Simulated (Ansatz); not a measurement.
The start is a relaxed W cell, doubled along one cell vector, shaken by Gaussian noise of σ = 0.08 Å a coordinate. Cell shape, volume and atoms are optimised at zero target pressure with r2SCAN (plane waves to 500 eV, PAW, scalar-relativistic; Ansatz, a quantum-chemistry and plane-wave program). First-step values are on the input's coarse k-mesh.

Ansatz input (later rounds restart from its end on a renewed k-mesh):
Ansatz 0.2 input:
```yaml
crystal:
  lattice:
    - [-1.5849193969, 1.5849193969, 1.5849193969]
    - [1.5849193969, -1.5849193969, 1.5849193969]
    - [3.1698387938, 3.1698387938, -3.1698387938]
  atoms:
    - { symbol: W, position: [-0.0304528389, -0.0150229968, -0.0207209289] }
    - { symbol: W, position: [-0.0360694736, 0.013159524, 0.4715320866] }
basis: { ecutwfc: 500, ecutrho_ratio: 4, xc_grid: 4, fft_grid_basis: typed }
kpoints: { mp_grid: { grid: [14, 14, 7] } }
hamiltonian:
  xc: r2scan
  dispersion: none
  pseudopotentials: { azcp: { folder: ./paw }, kind: paw }
scf: { occupations: { method: fermi_dirac, width: 0.05 } }
relax: { f_tol: 0.01, max_steps: 100, cell: { stress_tol: 0.02 } }
output: { forces: true, stress: true }
```

- Largest initial force = 0.89 eV/Å, on W1, W2 (atoms numbered as listed)
- Energy released = 0.02 eV/atom
- Relative to the parent = The parent structure is recovered, Im-3m (No. 229)
- Band gap at the end = zero (metallic)
- Optimiser moves = 6

Final values are on a 21×21×21 k-mesh of the relaxed cell. No spin polarisation in the result.

The run could not lose the symmetry of its start.
